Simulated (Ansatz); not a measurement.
Here is an unrelaxed guess for Al₃C₄.

Space group P4/mmm (No. 123). a = 3.911 Å, b = 3.911 Å, c = 5.685 Å, α = 90.00°, β = 90.00°, γ = 90.00°
```json
{"atom": "Al", "site": "2g", "symmetry": "4mm", "x": "0.0000", "y": "0.0000", "z": "0.2387"}
{"atom": "Al", "site": "1c", "symmetry": "4/mmm", "x": "0.5000", "y": "0.5000", "z": "0.0000"}
{"atom": "C", "site": "4k", "symmetry": "m.2m", "x": "0.3176", "y": "0.3176", "z": "0.5000"}
```

All numbers below come from DFT PBE, scalar-relativistic, plane waves, PAW (Ansatz 0.2.0). Settings: cutoff 420 eV, Γ-centred mesh 4×4×4 on the computed 7-atom cell, Gaussian smearing of 0.10 eV; no spin polarisation.

The zero of energy is the elements' standard structures at the same level; no fitted shifts are applied.

**Question.** How far from equilibrium is it?

**Answer.** The pressure is -2.3 GPa (the mean over three directions, positive in compression), the largest force is 2.57 eV/Å, and the energy is +1.09 eV/atom against the elements. The shortest distance is 1.43 Å.

**Question.** Is it a good guess?

**Answer.** A rough one: relaxing gains about 0.20 eV/atom (the start's value is from the coarse mesh, so the gain is rough) in 19 ionic steps and ends at +0.89 eV/atom on the finer mesh. The symmetry stays P4/mmm (No. 123). The volume per atom shrinks by 5.7 %, from 12.4 to 11.7 Å³. The shortest distance goes from 1.43 Å (C–C) to 1.48 Å (C–C). The ratio c/a of the conventional cell changes by a factor of 0.83. Conventional cell: a = 4.089 Å, c = 4.904 Å. Al on a site of symmetry 4mm is surrounded by 4 C at 2.19 Å, 1 Al at 2.35 Å, 1 Al at 2.55 Å and 4 Al at 3.16 Å; Al on a site of symmetry 4/mmm is surrounded by 8 C at 2.67 Å and 8 Al at 3.16 Å; C has 2 C at 1.48 Å, 1 C at 2.09 Å, 2 Al at 2.19 Å, 2 C at 2.61 Å and 2 Al at 2.67 Å.

The last run used a 10×10×8 mesh (in the run's order of axes) for its 7-atom cell and Gaussian smearing of 0.10 eV. An odd number of electrons in the primitive cell allows no gap without spin; a larger cell or a magnetic state could open one. The reference form of C is held partly by dispersion forces, which this level lacks. The relaxation can't lower the symmetry of the start, and the grade says only how near the guess is to its own end. A structure relaxed within its symmetry needn't be a true minimum.
